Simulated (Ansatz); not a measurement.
# CsH: stationary points along a deformation path

Level of theory: DFT LDA, scalar-relativistic, plane waves, PAW (Ansatz 0.2.0). Cutoff 420 eV, Γ-centred 8×8×8 k-points, Gaussian smearing of 0.05 eV. No spin polarisation. Energies are free energies at this smearing, counted from the undisturbed cell; pressure is positive in compression.

The undisturbed cell (as given, not relaxed at this level; it stands at -1.3 GPa):

```
Cs H
1.0
     0.00000    3.18800    3.18800
     3.18800    0.00000    3.18800
     3.18800    3.18800    0.00000
Cs H
1 1
Direct
  0.00000 0.00000 0.00000
  0.50000 0.50000 0.50000
```

At fixed volume and fractional coordinates, lengths along (0.000, 0.000, 1.000) are scaled against those across it; ρ is that ratio over its starting value. V = 32.401 Å³/atom. Δσ is the stress along the axis less the mean stress across it (compression positive).

| ρ | ΔE (meV/atom) | Δσ (GPa) | space group |
| --- | --- | --- | --- |
| 0.650 | 421.3 | 19.35 | I4/mmm |
| 0.707 | 239.5 | 13.00 | I4/mmm |
| 0.780 | 105.7 | 7.50 | I4/mmm |
| 0.850 | 39.8 | 4.06 | I4/mmm |
| 0.920 | 9.4 | 1.76 | I4/mmm |
| 0.960 | 2.1 | 0.79 | I4/mmm |
| 1.000 | 0.0 | 0.00 | Fm-3m |
| 1.050 | 2.7 | -0.80 | I4/mmm |
| 1.100 | 9.8 | -1.44 | I4/mmm |
| 1.200 | 32.8 | -2.45 | I4/mmm |
| 1.300 | 63.7 | -3.29 | I4/mmm |
| 1.414 | 106.2 | -4.23 | I4/mmm |
| 1.500 | 142.8 | -4.99 | I4/mmm |

Task: How does the stress give the slope of the energy, and where is the energy stationary?

Result: Along the path d ln(length) is 2/3 d ln ρ on the axis and −1/3 d ln ρ across it, so dE/d ln ρ = −(2/3) V Δσ: the energy falls with ρ where Δσ is positive. Δσ vanishes or changes sign at ρ = 1.000 (Fm-3m), a minimum at 0.0 meV/atom. Pairs of stationary points between two samples would go unseen, and could change a minimum read from distant neighbours into a maximum. At ρ = 1.000 the cell is cubic, where symmetry alone makes the stress isotropic and the slope zero.

Task: Which shear constant sets the curvature at ρ = 1?

Result: For a cubic crystal E/V = (2/3) C (ln ρ)² with C = C′ = (C11 − C12)/2, so Δσ = −2C ln ρ. The parabola of Δσ against ln ρ through ρ = 0.960, 1 and 1.050 gives C ≈ 9.0 GPa with the ions clamped, rough because the steps are large. It is the stress–strain coefficient at this cell's pressure of -1.3 GPa, not the zero-pressure constant.

Task: Integrate that slope from ρ = 1 to 0.850 by the trapezoid rule.

Result: With V/N in Å³ and 1 eV/Å³ = 160.2 GPa the slopes at ρ = 1.000, 0.960, 0.920, 0.850 are 0, -107, -237, -548 meV/atom per unit of ln ρ. The steps add 2.2 + 7.3 + 31.1 = 40.6 meV/atom, against 39.8 from the energies; the trapezoid rule misses the curvature of the slope within each step.